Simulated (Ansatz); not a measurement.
Relaxed SnSe₂ (CdI2 type):

```
SnSe2
1.0
    7.68061     0.00000     0.00000
   -1.92015     3.32580     0.00000
    0.00000     0.00000     6.00399
Sn Se
2 4
Direct
  0.00000   0.00000   0.00000
  0.50000   0.00000   0.00000
  0.16667   0.66667   0.26538
  0.66667   0.66667   0.26538
  0.33333   0.33333   0.73462
  0.83333   0.33333   0.73462
```

Computed with PBE-D3(BJ) (plane waves to 420 eV, PAW, scalar-relativistic; Ansatz, a program for electronic structure). k mesh 4×8×5 (Γ-centred), Fermi-Dirac smearing 0.05 eV. As the smearing reaches across the gap at some points, energies and forces of such displacements shift with the k mesh and the smearing. SnSe2 was relaxed with its symmetry unable to fall. The PAW data are Ansatz's earlier set.

One atom of the cell was then moved (with its periodic images), all else fixed, and the forces (eV/Å) came out as:

```
atom      Fx      Fy      Fz
----  ------  ------  ------
Sn1    2.661   0.539   0.371
Sn2   -1.048  -0.537  -0.387
Se3   -0.357  -0.032  -0.286
Se4   -0.496  -0.333   0.764
Se5   -0.045  -0.022   0.256
Se6   -0.716   0.385  -0.717
```

Question: Which atom was moved, and by which vector (Å)?

Answer: Sn1, by (-0.30, 0.00, 0.00), 0.30 Å in all.

(For displaced atoms, the force is minus the slope of the energy, and its curvature is a force constant, which sets phonon frequencies.)
